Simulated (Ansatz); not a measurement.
VSi (rock salt, Fm-3m), the program Ansatz at the PBE level (PAW), all energies at zero smearing, with the estimated change up to a 700 eV cutoff added, with one set of potentials and settings (totals compare only within such a set). Cell of 2 atoms (1 Si, 1 V): -3548.221 eV.

```json
[
 {"element": "Si", "reference phase": "Fd-3m, 2 atoms in the cell", "E (eV/atom)": "-635.8096"},
 {"element": "V", "reference phase": "Im-3m, 1 atoms in the cell", "E (eV/atom)": "-2912.4140"}
]
```

Formation energy per atom, worked out: (-3548.221 − 1×(-635.8096) − 1×(-2912.4140))/2 = 0.001 eV/atom (0 kJ per mol of atoms), at 0 K, without zero-point energy or fitted corrections.

The cell is a constructed one: a structure type filled with these elements; neither database checked (COD, Materials Project) lists it. Whether it is the stable phase at ambient conditions was not checked. The PBE relaxation kept the symmetry of its start; whether a distortion lowers the energy is not shown. The workflow began spin-polarised and lost its moments. The references are the lowest solids computed at this level, not always the standard phases.

Potentials: the later of the program's two PAW sets.
